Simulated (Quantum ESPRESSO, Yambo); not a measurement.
Cs2LiAlF6 (space group P-3m1, No. 164): one geometry, one set of norm-conserving PBEsol (Quantum ESPRESSO, 84 Ry, no spin-orbit coupling) orbitals, self-energies from Yambo (3×3×2 Γ-centred k mesh, bands 2 to 191 and a 6 Ry block in the screening, 191 bands in G with the Bruneval-Gonze terminator, plasmon pole fitted at 27.2 eV).

| level | gap Γ → Γ (eV) |
|---|---|
| PBEsol (Quantum ESPRESSO) | 6.76 |
| exchange only (Hartree-Fock self-energy on PBEsol orbitals) | (withheld) |
| static COHSEX@PBEsol | (withheld) |
| G0W0@PBEsol, plasmon pole | 10.58 |

### Question
Complete the blanks.

### Answer

- exchange only (Hartree-Fock self-energy on PBEsol orbitals), gap Γ → Γ (eV): 18.93
- static COHSEX@PBEsol, gap Γ → Γ (eV): 11.48

Bare exchange has no screening and gives the widest gap; static COHSEX screens it but leaves out the frequency dependence, which G0W0 restores.

Nearest settings tried, and what they do to the gap: 2 Ry block (71 vectors against 295): +730 meV. Not varied: bands in G, bands in W, mesh. So the settings aren't converged at that level.

Geometry of the Materials Project entry, not relaxed at this level; primitive cell a = 6.2979 Å, b = 6.2979 Å, c = 5.1033 Å, α = 90.00°, β = 90.00°, γ = 120.00°.

The structure is a Materials Project entry; no match was found in the copy of COD used, and its stability was not checked.
